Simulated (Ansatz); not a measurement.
Theory: DFT PBE, scalar-relativistic, plane waves, PAW in Ansatz 0.2.0. Settings: cutoff 420 eV, Γ-centred meshes spaced at most about 0.3 Å⁻¹, and about 0.25 Å⁻¹ or finer for metals (2π included), Gaussian smearing. No spin polarisation in the final relaxations.

Temperature and zero-point effects are left out.

Two forms of MgCd₃Te₂ were relaxed alike.

A.

```
Mg Cd Te
1.0
     2.74952    1.58744    6.24679
    -2.74952    1.58744    6.24679
     0.00000   -3.17487    6.24679
Mg Cd Te
1 3 2
Direct
  0.00000 0.00000 0.00000
  0.66921 0.66921 0.66921
  0.33079 0.33079 0.33079
  0.50000 0.50000 0.50000
  0.83579 0.83579 0.83579
  0.16421 0.16421 0.16421
```

B.

```
Mg Cd Te
1.0
     7.48396    0.00000    0.00000
    -3.74198    6.48130    0.00000
     0.00000    0.00000    4.22702
Mg Cd Te
1 3 2
Cartesian
  0.0000 0.0000 0.0000
  3.7420 0.0000 2.1135
  1.8710 3.2406 2.1135
  -1.8710 3.2406 2.1135
  0.0000 4.3209 0.0000
  3.7420 2.1604 0.0000
```

Question: Which form is favoured at zero pressure, and by what margin per atom?

Answer: A is lower, by 105 meV/atom. A has space group R-3m (No. 166), 27.3 Å³/atom and no gap on its mesh; B has space group P6/mmm (No. 191), 34.2 Å³/atom and no gap. Counting Te atoms around Cd and Mg (those within 1.25 times the shortest such distance or 1.15 times the sum of covalent radii, 1.27 where that leaves under three; the shortest distance is added where it exceeds 1.18 times the sum of covalent radii; a slash parts the counts of unlike sites), A has Mg 2, Cd 1/6 and B has Mg 6 from 4.3 Å, Cd 4. The denser one is the lower, and pressure would at first widen the difference. Both come from invented guesses. A third cell relaxed alike, in R-3m, lies 62 meV/atom below the lower of the two.

Spin–orbit coupling, which can matter for Te, is left out. Cells relaxed within their symmetry can be saddle points.
